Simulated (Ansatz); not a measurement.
CsCl (CsCl type), conventional cell a = 4.205 Å, b = 4.205 Å, c = 4.205 Å, α = 90.00°, β = 90.00°, γ = 90.00°. The calculation uses the primitive cell of 2 atoms, to which meshes and values per cell refer.

This relaxed cell (volume V₀) is scaled evenly in all directions, its shape held. Symmetry pins the atoms to their sites.

These are PBE (plane waves to 420 eV, PAW, scalar-relativistic; Ansatz, a program for electronic structure) values and carry that method's errors. k mesh 8×8×8 (Γ-centred), Fermi-Dirac smearing 0.05 eV. The energy includes the smearing's −TS. Compression counts positive. CsCl was relaxed with its symmetry unable to fall. The zero of ΔE is the relaxed starting cell.

Problem. Estimate the ΔE (meV/atom) and P (GPa) for V/V₀ = 0.840, 0.893, 0.947, 0.973, 1.107.

Solution. 
```tsv
V/V₀	ΔE (meV/atom)	P (GPa)
0.840	61.3	3.93
0.893	24.1	2.18
0.947	5.4	0.92
0.973	1.3	0.43
1.107	15.3	-1.12
```

(Under strain, the slope of the energy per volume gives the stress and its curvature an elastic modulus.)
